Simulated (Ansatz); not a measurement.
MgO:
```
MgO
1.0
    0.00000     2.12694     2.12694
    2.12694     0.00000     2.12694
    2.12694     2.12694     0.00000
Mg O
1 1
Direct
  0.00000   0.00000   0.00000
  0.50000   0.50000   0.50000
```

Relaxed with PBE. Special points in fractions of this cell's reciprocal vectors: Γ (0.000, 0.000, 0.000); X (0.500, 0.000, 0.500); U (0.625, 0.250, 0.625); K (0.375, 0.375, 0.750); L (0.500, 0.500, 0.500); W (0.500, 0.250, 0.750).

Q: List the band energies nearest the valence-band maximum at these points for the program Ansatz at the PBE level (PAW).

A: In eV from the valence-band maximum; about four levels below and three above (degenerate sets whole), none deeper than 8.9 eV; … stands for higher levels left out; points with the same levels are listed once.

```
k              below   above
-  -----------------  ------
Γ     0.00 0.00 0.00  4.46 …
X  -3.93 -1.30 -1.30  9.11 …
U  -3.36 -2.62 -1.10  9.96 …
L  -4.48 -0.62 -0.62  7.73 …
W  -2.84 -2.84 -1.71       …
```

Space group Fm-3m (rock salt). The cell was relaxed with PBE under the symmetry of its start; phonons on a q-mesh show no instability. The volume moved by -31 % from the start of the relaxation.

Potentials: the later of the program's two PAW sets.
